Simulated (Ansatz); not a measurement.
ZrGe2 (space group Cmcm)

```
CELL_PARAMETERS angstrom
      1.88060    -7.41773     0.00000
      1.88060     7.41773     0.00000
      0.00000     0.00000     3.73178
ATOMIC_POSITIONS crystal
  Zr 0.10479 0.89521 0.75000
  Zr 0.89521 0.10479 0.25000
  Ge 0.44092 0.55908 0.75000
  Ge 0.55908 0.44092 0.25000
  Ge 0.25025 0.74975 0.25000
  Ge 0.74975 0.25025 0.75000
```

The slice is a (130) plane (indices of the conventional cell) through the point (0.559, 0.441, 0.250) (fractional), spanned by u = [001] and v = [210] in vectors of this cell: u (3.73 Å) and v (9.32 Å, at 90° to u). It covers one period; positions are fractions (u, v).

The numbers are results of LDA (plane waves to 420 eV, PAW, scalar-relativistic; Ansatz, a quantum-chemistry and plane-wave program), not measurements. k mesh 13×13×13. Near the nuclei the fields are pseudised (PAW); where an atom keeps semicore shells as valence, they peak there. ZrGe2 is run without spin polarisation. ZrGe2 was relaxed with its symmetry unable to fall.

### Question
Predict the map of the electrostatic potential energy of an electron, from the cell's mean on the slice.

### Answer
```
|xxxxxxxx==##%%%%##==xxxxxx|
|xxxxxx  ++********++  xxxx|
|xxxx  ==++==----==++==  xx|
|--==++****--....--****++==|
|****####**--....--**####**|
|--==++****==----==****++==|
|      --************--    |
|xxxxxx  ==##%%%%##==  xxxx|
|xxxxxxxx..**@@@@**..xxxxxx|
|xxxxxxxx  **@@@@**  xxxxxx|
|xxxxxxxx  **@@@@**  xxxxxx|
|xxxxxxxx..##@@@@##..xxxxxx|
|xxxxxx  ==%%@@@@%%==  xxxx|
|      --##%%@@@@%%##--    |
|::--++##%%%%%%%%%%%%##++--|
|==++**%%%%########%%%%**++|
|xx  --**############**--  |
|xxxxxx::**########**::xxxx|
|xxxxxxxx++%%%%%%%%++xxxxxx|
|xxxxxxxx==%%@@@@%%==xxxxxx|
|xxxxxxxx==%%@@@@%%==xxxxxx|
|xxxxxx  ++##%%%%##++  xxxx|
|xxxxxx--************--xxxx|
|::--++**++==::::==++**++--|
|%%%%%%**==..    ..==**%%%%|
|@@@@%%**--        --**%%@@|
|@@%%%%**--        --**%%%%|
|==++****==::    ::==****++|
|xxxx  ==++++====++++==  xx|
|xxxxxx  ++########++  xxxx|
|xxxxxxxx==##%%%%##==xxxxxx|
|xxxxxxxx--##%%%%##--xxxxxx|
```
Scale: ten equal steps from 2.00 (start of ' ') to 10.35 (end of '@'), in the order ' .:-=+*#%@'. Values: electrostatic potential energy of an electron, from the cell's mean, in eV. The map has 13 points along u (two characters each, u = 0 at the left) and 32 along v (v = 0 in the bottom row). Points within 1 Å of a nucleus are blanked (x), as the pseudised field means little there. Values under 2 eV are set to 2. The zero, the cell's mean, hangs on the PAW cores.
